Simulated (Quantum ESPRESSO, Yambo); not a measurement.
A free-standing CdClOH monolayer (symmetry Cm, slab cell 16.5 Å high) under uniaxial strain of -4 % along x, the other axes held. The PBEsol cell relaxed from Materials Project entry mp-644222 was given a uniaxial strain of -4 % along x, the other axes held, and the atoms were relaxed again, with the Coulomb interaction truncated along z. Chain: norm-conserving PBEsol (Quantum ESPRESSO, 102 Ry, scalar-relativistic); G0W0 in Yambo (6×6×1 Γ-centred k mesh, bands 5 to 100 and a 6 Ry block in the screening, 100 bands in G with the Bruneval-Gonze terminator, plasmon pole fitted at 27.2 eV, slab-truncated Coulomb interaction, stochastic integration of W near q = 0); BSE (12×12×1 mesh, 8 valence and 5 conduction bands, static screening with 54 bands and a 3 Ry block, scissor 2.69 eV, Tamm-Dancoff, stochastic integration of W near q = 0).

```
Quantity                                                                       Value
-----------------------------------------------  -----------------------------------
PBEsol gap (dense path)                                                      2.28 eV
PBEsol gap Γ → Γ on the GW mesh                                              2.28 eV
PBEsol smallest direct gap on the GW mesh, at Γ                              2.28 eV
G0W0 direct gap at that point                                                4.97 eV
G0W0 correction to the gap Γ → Γ                                             2.69 eV
direct gap on the BSE mesh, with the scissor                                 4.97 eV
first BSE state allowed for light along x                                    3.50 eV
lowest BSE state                                                             3.50 eV
binding of the lowest exciton                                                1.47 eV
RPA in-plane polarisability along x              1.11 Å (18×18×1 mesh, PBEsol bands)
```

Rough cost of the Yambo steps against G0W0 for 4 states: BSE within a factor of two, one RPA spectrum about 1/3.

Convergence of the G0W0 settings was not tested. The BSE states are vertical excitations (zero momentum). Convergence of the RPA response with its 18×18×1 mesh was not tested. Convergence of the binding with the mesh was not shown. x lies along the first cell vector.

Spin-orbit splittings are left out.

This is a model layer cut from the bulk structure; whether it is stable on its own was not checked.
